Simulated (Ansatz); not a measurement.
## What DFT gives for Ca₂Cu₂TeO₆

```
CELL_PARAMETERS angstrom
2.88114 4.38040 0.00000
2.88114 -4.38040 0.00000
2.41418 0.00000 -5.48924
ATOMIC_POSITIONS crystal
Te 0.00000 0.00000 0.00000
Cu 0.66475 0.33525 0.00000
Cu 0.33525 0.66475 0.00000
Ca 0.18392 0.81608 0.50000
Ca 0.81608 0.18392 0.50000
O 0.35680 0.03040 0.78790
O 0.96960 0.64320 0.21210
O 0.64320 0.96960 0.21210
O 0.03040 0.35680 0.78790
O 0.75740 0.75740 0.83600
O 0.24260 0.24260 0.16400
```

The numbers come from plane-wave PAW DFT (Ansatz): r2SCAN, collinear spin, 500 eV, 4×4×4 Γ-centred k points, fermi-dirac occupations (width 0.1 eV). Nothing was relaxed.

The state carries no moments; the state need not be the lowest.

- Forces: The largest is on O10 (and as large on other atoms): 1.82 eV/Å, components (1.39, 0.00, 1.18). It makes 67° with the line to a nearest neighbour, Te1 at 2.01 Å.
- Electronic structure: It is a metal, with about 2.4 states/eV a cell as the mean within 0.25 eV of the Fermi level, mostly Cu d (60 %) and O p (25 %).
- Stress: The pressure is 7.4 GPa (compression positive), so with the atoms held at these fractions the cell would first expand; the forces are large, so a full relaxation may end otherwise. The principal stresses -2.3, 9.6, 15.0 GPa differ, so its shape would change too.
- Contacts: Te–O at 1.94 Å: least valence density 0.94 e/Å³ and ELF 0.39 there. Cu–O at 2.00 Å: least valence density 0.56 e/Å³ and ELF 0.14 there. Ca–O at 2.33 Å: least valence density 0.27 e/Å³ and ELF 0.07 there. These are pseudo-fields; inside the PAW spheres they differ from the all-electron ones.
- Formation energy: -1.55 eV an atom against the elements' usual phases (free molecules for gases, crystals otherwise, with no correction for O₂ or N₂), so it is bound against them; other compounds may still compete. Relaxing would lower it.

Origin: a known structure type with other elements, at an estimated volume, so it need not be a known compound. Caveats: the k mesh is coarse if the cell is a metal; atoms or cell far from equilibrium.
